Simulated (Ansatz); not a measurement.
A relaxed cell of Ga₃As₂P is given with its symmetry left out. The cell was found from a structure generator's guess, not taken from experiment.

All numbers below come from DFT PBE, scalar-relativistic, plane waves, PAW (Ansatz 0.2.0). Cutoff 420 eV, Γ-centred mesh, Gaussian smearing, no spin polarisation.

```
Ga P As
1.0
    -2.00161    2.00161    8.50414
     2.00161   -2.00161    8.50414
     2.00161    2.00161   -8.50414
Ga P As
3 1 2
Direct
  0.82928 0.82928 0.00000
  0.50000 0.50000 0.00000
  0.17072 0.17072 0.00000
  0.75000 0.25000 0.50000
  0.41468 0.91468 0.50000
  0.08532 0.58532 0.50000
```

Energies over the elements count from the elements' standard structures at the same level, with no fitted energy shifts. The references include black phosphorus.

(1) What space group does it have?

(2) How far does it lie from the elements in energy?

(3) Is it a metal?

## Answers

(1) I-4m2 (No. 119), with P and As ordered on zinc blende sites. Conventional cell: a = 4.003 Å, c = 17.008 Å. Ga on a site of symmetry 2mm has 2 P at 2.41 Å and 2 As at 2.47 Å; Ga on a site of symmetry -4m2 has 4 As at 2.47 Å; P has 4 Ga at 2.41 Å; As is surrounded by 4 Ga at 2.47 Å.

(2) −0.371 eV/atom. Whether it is stable depends on the other phases of the system, which aren't compared here.

(3) No, the gap on the 12×12×12 mesh is 0.58 eV.

The last run used a 12×12×12 mesh for its 6-atom cell and Gaussian smearing of 0.02 eV. Kohn–Sham gaps at this level usually fall short of measured ones. The reference forms of As and P are held partly by dispersion forces, which this level lacks. A later test with randomly moved atoms came back to the same energy, though modes that don't fit the test's cell weren't probed.
